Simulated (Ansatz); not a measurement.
Ba$_{2}$SrWO$_{6}$:
Space group C2/m (No. 12); a = 10.349 Å, b = 5.988 Å, c = 6.105 Å, α = 90.00°, β = 124.84°, γ = 90.00°

```json
[
 {"atom": "Ba", "site": "4i", "symmetry": "m", "x": "0.2473", "y": "0.0000", "z": "0.2382"},
 {"atom": "Sr", "site": "2c", "symmetry": "2/m", "x": "0.5000", "y": "0.5000", "z": "0.5000"},
 {"atom": "W", "site": "2b", "symmetry": "2/m", "x": "0.0000", "y": "0.5000", "z": "0.0000"},
 {"atom": "O", "site": "8j", "symmetry": "1", "x": "0.4552", "y": "0.2268", "z": "0.1727"},
 {"atom": "O", "site": "4i", "symmetry": "m", "x": "0.2815", "y": "0.0000", "z": "0.7026"}
]
```
(The calculation used a cell of 10 atoms; values per cell refer to that cell.)

Relaxed with PBEsol.

Problem. Tabulate the valence density and the electron localisation function along the shortest Sr–O contact (2.41 Å), PBEsol (plane waves, PAW; program Ansatz).

Solution. 

| distance from Sr (Å) | density (e/Å³) | ELF |
|---|---|---|
| 0.24 | 2.04 | 0.15 |
| 0.36 | 2.62 | 0.48 |
| 0.48 | 2.74 | 0.73 |
| 0.60 | 2.37 | 0.83 |
| 0.72 | 1.75 | 0.85 |
| 0.84 | 1.15 | 0.81 |
| 0.97 | 0.70 | 0.60 |
| 1.09 | 0.43 | 0.26 |
| 1.21 | 0.32 | 0.11 |
| 1.33 | 0.32 | 0.14 |
| 1.45 | 0.41 | 0.35 |
| 1.57 | 0.65 | 0.66 |
| 1.69 | 1.08 | 0.81 |
| 1.81 | 1.92 | 0.84 |
| 1.93 | 3.31 | 0.82 |
| 2.05 | 5.05 | 0.73 |
| 2.17 | 6.55 | 0.55 |

The density is the valence pseudo-density with augmentation charge, so density and ELF within about 1 Å of a nucleus are not all-electron values.

The first step of the workflow began from a Materials Project structure, measured or hypothetical; the Crystallography Open Database copy checked does not list it. Its standing as an ambient phase is unchecked. The cell was relaxed with PBEsol under the symmetry of its start; whether a distortion lowers the energy is not shown. No spin polarisation was allowed. No Hubbard U is applied. Spin–orbit coupling is left out wherever it is not named.

Potentials: the later of the program's two PAW sets.
